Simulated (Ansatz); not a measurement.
# SiO2: do energies and stresses tell the same story?

The calculation used DFT r2SCAN, scalar-relativistic, plane waves, PAW (Ansatz 0.2.0).

Settings: cutoff 500 eV, Γ-centred mesh 6×6×4 on the computed 18-atom cell, Gaussian smearing of 0.02 eV; no spin polarisation.

Relaxed cell: P6_522, a = 7.298 Å, b = 7.298 Å, c = 7.016 Å, α = 90.00°, β = 90.00°, γ = 120.00°, 18 atoms in the primitive cell. This form isn't the usual stable structure of the compound.

Energies at zero smearing and pressures from the stress tensor, at volumes with shape and atoms relaxed:
```
V (Å³/atom) E − E(first) (meV/atom) P (GPa)
     15.821                     0.00    19.27
     16.361                   -56.24    14.07
     16.900                   -94.84     8.92
     17.440                  -116.79     4.21
     17.979                  -123.74     0.00
     18.518                  -117.35    -3.72
     19.058                   -99.19    -7.00
     19.777                   -59.14   -10.74
```

Question: Check P = −dE/dV between neighbouring volumes, and get the bulk modulus from the pressures alone.

Answer: With 1 eV/Å³ = 160.2 GPa:
```json
{"middle V (Å³/atom)": "16.091", "−ΔE/ΔV (GPa)": "16.706", "mean P (GPa)": "16.671"}
{"middle V (Å³/atom)": "16.630", "−ΔE/ΔV (GPa)": "11.465", "mean P (GPa)": "11.493"}
{"middle V (Å³/atom)": "17.170", "−ΔE/ΔV (GPa)": "6.523", "mean P (GPa)": "6.564"}
{"middle V (Å³/atom)": "17.709", "−ΔE/ΔV (GPa)": "2.064", "mean P (GPa)": "2.105"}
{"middle V (Å³/atom)": "18.249", "−ΔE/ΔV (GPa)": "-1.899", "mean P (GPa)": "-1.861"}
{"middle V (Å³/atom)": "18.788", "−ΔE/ΔV (GPa)": "-5.395", "mean P (GPa)": "-5.359"}
{"middle V (Å³/atom)": "19.417", "−ΔE/ΔV (GPa)": "-8.922", "mean P (GPa)": "-8.869"}
```

The two differ by 0.05 GPa at most. The mean of two end pressures misses the average over a step by about ΔV² P″/12, up to 0.06 GPa here; with that taken off 0.05 GPa remains, from the finite cutoff, the mesh or the relaxation's tolerance. Around V = 17.979 Å³/atom, the two neighbours give B = −V ΔP/ΔV = 17.979 × 7.93 / 1.079 = 132.2 GPa, against B0 = 130.7 GPa from the Birch–Murnaghan fit of the energies.

Cost: 9 runs of about 56 core-minutes in all, on Oxide Virtual Turin-like Processor (Zen 5) (shared hosts).